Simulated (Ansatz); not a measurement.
Level of theory: DFT PBE, scalar-relativistic, plane waves, PAW in Ansatz. Plane waves to 420 eV, an 18×18×18 mesh through Γ for the 6-atom cell and 0.10 eV Gaussian smearing; no spin polarisation.

Formation energies are uncorrected and count from the elements' standard states at the same level.

Task: Suggest a trial structure for a tetragonal metal that holds Zr and 2 more elements, with a formation energy near −1.09 eV/atom and a density near 5.13 g/cm³, in a cell of 6 atoms. Its symmetry should be I4/mmm (No. 139).

Result: ZrAl₂N₃, space group I4/mmm (No. 139). Zr has 6 N at 2.17–2.26 Å, 4 Zr at 3.07 Å and 8 Al at 3.10 Å; around Al lie 1 N at 1.95 Å, 5 N at 2.17–2.21 Å, 8 Al at 2.96–3.07 Å and 4 Zr at 3.10 Å; N on a site of symmetry 4mm is surrounded by 1 Al at 1.95 Å, 4 Al at 2.17 Å and 1 Zr at 2.26 Å; N on a site of symmetry 4/mmm is surrounded by 4 Zr at 2.17 Å and 2 Al at 2.21 Å.

```yaml
crystal:
  lattice:
    - [-1.53585, 1.53585, 6.42275]
    - [1.53585, -1.53585, 6.42275]
    - [1.53585, 1.53585, -6.42275]
  atoms:
    - { symbol: Zr, position: [0.50000, 0.50000, 0.00000] }
    - { symbol: Al, position: [0.82800, 0.82800, 0.00000] }
    - { symbol: Al, position: [0.17200, 0.17200, 0.00000] }
    - { symbol: N, position: [0.67613, 0.67613, 0.00000] }
    - { symbol: N, position: [0.32387, 0.32387, 0.00000] }
    - { symbol: N, position: [0.00000, 0.00000, 0.00000] }
```

* Volume per atom: 10.10 Å³
* Density: 5.13 g/cm³
* Energy over the elements: −1.09 eV/atom
* Gap on the 18×18×18 mesh of the 6-atom cell: 0 eV (a metal)

The structure comes from a generated guess, relaxed at this level; another structure or a mixture of phases may lie lower. The answer needn't be unique; the calculation gave this one.

Symmetry constrained the relaxation, so the result can be a saddle point. Another cell of ZrAl2N3 relaxed alike, in P6_3mc, lies 73 meV/atom lower, so this cell isn't the stable form at this level.
